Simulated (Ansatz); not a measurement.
**Ba₃Na: why energy differences converge before total energies**

These are results of DFT PBEsol, scalar-relativistic, plane waves, PAW in Ansatz, not measurements.

```
CELL_PARAMETERS angstrom
6.23259 0.00000 0.00000
0.00000 6.23259 0.00000
0.00000 0.00000 6.23259
ATOMIC_POSITIONS crystal
Na 0.00000 0.00000 0.00000
Ba 0.00000 0.50000 0.50000
Ba 0.50000 0.00000 0.50000
Ba 0.50000 0.50000 0.00000
```

- Γ-centred k-mesh: 8×8×8
- occupation rule: Gaussian smearing, 0.1 eV
- spin treatment: unpolarised

A second cell has all atoms moved and the lattice slightly strained:

```yaml
crystal:
  lattice:
    - [6.22508, 0.02504, -0.10128]
    - [0.02504, 6.26183, -0.03538]
    - [-0.10128, -0.03538, 6.28400]
  atoms:
    - { symbol: Na, position: [0.99859, 0.99382, 0.01689] }
    - { symbol: Ba, position: [0.00441, 0.50850, 0.50661] }
    - { symbol: Ba, position: [0.49849, 0.97595, 0.48800] }
    - { symbol: Ba, position: [0.49354, 0.50111, 0.01522] }
```

It ran on a 6×6×6 mesh, another than the first cell's, which shifts the difference by nearly the same amount at every cutoff. Both were run at several values of the cutoff; energies per atom at zero smearing, errors against the largest value (420 eV), which isn't proved converged itself.

```tsv
cutoff	error, first cell (meV)	error, second cell (meV)
250 eV	173.97	174.53
300 eV	20.68	20.75
350 eV	1.42	1.42
```

Question: At the largest value the second cell lies 17.77 meV/atom above the first. What is the error of that difference at each value, and where does each quantity come within 1 meV/atom?

Answer: The error of the difference is the second cell's error less the first's:
```json
{"cutoff": "250 eV", "difference (meV)": "18.32", "its error (meV)": "0.55"}
{"cutoff": "300 eV", "difference (meV)": "17.84", "its error (meV)": "0.07"}
{"cutoff": "350 eV", "difference (meV)": "17.77", "its error (meV)": "0.00"}
```

No value below the largest brings the first cell's total energy within 1 meV/atom, while the difference is there from 250 eV on. Most of the error cancels, by a factor of about 286 in the median. A missing short wave mostly misdescribes the region near each nucleus, which both cells share; what doesn't cancel comes largely from the change of volume and bonding.